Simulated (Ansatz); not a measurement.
Relaxed candidate structures of MgAu:

A. P6mm (No. 183), hP6; a = b = 5.733 Å, c = 4.322 Å, α = β = 90.00°, γ = 120.00°; Au 2b (0.333, 0.667, 0.705); Au 1a (0.000, 0.000, 0.391); Mg 3c (0.500, 0.500, 0.203)

B. Pm-3m (No. 221), cP2, CsCl type; a = 3.258 Å, b = 3.258 Å, c = 3.258 Å, α = 90.00°, β = 90.00°, γ = 90.00°; Au 1a (0.000, 0.000, 0.000); Mg 1b (0.500, 0.500, 0.500)

C. P6₃mc (No. 186), hP8; a = b = 4.347 Å, c = 10.472 Å, α = β = 90.00°, γ = 120.00°; Au 2a (0.000, 0.000, 0.015); Au 2b (0.333, 0.667, 0.151); Mg 2a (0.000, 0.000, 0.264); Mg 2b (0.333, 0.667, 0.443)

**Question.** Order them by energy per atom (lowest first) at the level PBEsol (plane waves to 420 eV, PAW, scalar-relativistic; Ansatz, a quantum-chemistry and plane-wave program).

**Answer.** B (reference, the lowest of the structures calculated here), C (+0.29 eV/atom), A (+0.43 eV/atom)

Each run could gain symmetry but not lose that of its start, so entries can be saddle points. From databases, or of a type measured for this composition: Pm-3m, cP2, CsCl type; the others are generated cells (placed on structure types, drawn at random, substituted or restacked) that were not matched to a known phase here. Static energies at zero pressure. Each cell has its own k-point mesh; energy differences are given only to the digits this allows. No spin polarisation in the result.
